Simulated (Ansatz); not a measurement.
# SnO: stationary points along a deformation path

These are results of DFT PBEsol+D3(BJ), scalar-relativistic, plane waves, PAW in Ansatz 0.2.0, not measurements. The runs took a 420 eV cutoff, a Γ-centred 14×14×12 mesh and Gaussian smearing (0.15 eV). No spin polarisation. Energies are free energies at this smearing, counted from the undisturbed cell; pressure is positive in compression.

Zero of the scan (as given, not relaxed at this level; it stands at -2.1 GPa):

```xyz
4
Lattice="3.8020 0.0000 0.0000 0.0000 3.8020 0.0000 0.0000 0.0000 4.8360" Properties=species:S:1:pos:R:3 pbc="T T T"
Sn    0.0000    1.9010    1.1534
Sn    1.9010    0.0000    3.6826
O     0.0000    0.0000    0.0000
O     1.9010    1.9010    0.0000
```

At fixed volume and fractional coordinates, lengths along (0.000, 0.000, 1.000) are scaled against those across it; ρ is that ratio over its starting value. V = 17.476 Å³/atom. Δσ is the stress along the axis less the mean stress across it (compression positive).

| ρ | ΔE (meV/atom) | Δσ (GPa) | space group |
| --- | --- | --- | --- |
| 0.800 | 99.6 | 10.76 | P4/nmm |
| 0.850 | 55.9 | 8.91 | P4/nmm |
| 0.920 | 14.8 | 5.10 | P4/nmm |
| 0.960 | 3.1 | 2.45 | P4/nmm |
| 1.000 | 0.0 | -0.44 | P4/nmm |
| 1.050 | 8.3 | -4.32 | P4/nmm |
| 1.100 | 29.9 | -8.53 | P4/nmm |
| 1.200 | 112.2 | -17.77 | P4/nmm |
| 1.300 | 244.6 | -28.03 | P4/nmm |

**Question.** How does the stress give the slope of the energy, and where is the energy stationary?

**Answer.** Along the path d ln(length) is 2/3 d ln ρ on the axis and −1/3 d ln ρ across it, so dE/d ln ρ = −(2/3) V Δσ: the energy falls with ρ where Δσ is positive. Δσ vanishes or changes sign between ρ = 0.960 and 1.000, a minimum (near 0.99 by linear interpolation). Pairs of stationary points between two samples would go unseen, and could change a minimum read from distant neighbours into a maximum.

**Question.** Integrate that slope from ρ = 1 to 0.850 by the trapezoid rule.

**Answer.** With V/N in Å³ and 1 eV/Å³ = 160.2 GPa the slopes at ρ = 1.000, 0.960, 0.920, 0.850 are 32, -178, -371, -648 meV/atom per unit of ln ρ. The steps add 3.0 + 11.7 + 40.3 = 55.0 meV/atom, against 55.9 from the energies; the trapezoid rule misses the curvature of the slope within each step.

Forces appear on the atoms along this scan, and letting them relax would lower the energy and soften the response. The gap closes along the scan, which can put kinks into the curve.

Cost: 9 runs of about 3.7 core-minutes in all, on Arm Neoverse V1 (shared hosts).